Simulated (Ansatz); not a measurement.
Trial structure of Be3NbP, not yet relaxed:

```cif
data_structure
_symmetry_space_group_name_H-M 'Pm-3m'
_symmetry_Int_Tables_number 221
_cell_length_a 3.6969
_cell_length_b 3.6969
_cell_length_c 3.6969
_cell_angle_alpha 90.000
_cell_angle_beta 90.000
_cell_angle_gamma 90.000
_cell_volume 50.52
loop_
_atom_site_label
_atom_site_type_symbol
_atom_site_symmetry_multiplicity
_atom_site_Wyckoff_symbol
_atom_site_fract_x
_atom_site_fract_y
_atom_site_fract_z
_atom_site_occupancy
Be1 Be 3 c 0.00000 0.50000 0.50000 1
Nb1 Nb 1 a 0.00000 0.00000 0.00000 1
P1 P 1 b 0.50000 0.50000 0.50000 1
```

Theory: DFT PBE, scalar-relativistic, plane waves, PAW in Ansatz 0.2.0. Settings: cutoff 420 eV, Γ-centred mesh 6×6×6 on the computed 5-atom cell, Gaussian smearing of 0.10 eV; no spin polarisation.

The zero of energy is the elements' standard structures at the same level; no fitted shifts are applied. The references include black phosphorus.

Task: How far from equilibrium is it?

Result: The pressure is 39.6 GPa (it wants to expand), the largest force is 0.00 eV/Å (symmetry fixes the atoms), and the energy is +1.01 eV/atom against the elements. The shortest distance is 1.85 Å.

Task: How much does it gain on relaxing, and where does it end?

Result: Relaxing gains about 0.28 eV/atom (the start's value is from the coarse mesh, so the gain is rough) in 10 ionic steps and ends at +0.73 eV/atom on the finer mesh. The symmetry stays Pm-3m (No. 221). The end has the antiperovskite type. The volume per atom grows by 27.9 %, from 10.1 to 12.9 Å³. The shortest distance goes from 1.85 Å (Be–P) to 2.01 Å (Be–P). Conventional cell: a = 4.012 Å. Around Be lie 2 P at 2.01 Å, 4 Nb at 2.84 Å and 8 Be at 2.84 Å; Nb is surrounded by 12 Be at 2.84 Å; P has 6 Be at 2.01 Å and 8 Nb at 3.47 Å.

The last run used collinear spin, a 10×10×10 mesh for its 5-atom cell and Gaussian smearing of 0.10 eV. The reference form of P is held partly by dispersion forces, which this level lacks. The relaxation can't lower the symmetry of the start. A structure relaxed within its symmetry needn't be a true minimum.
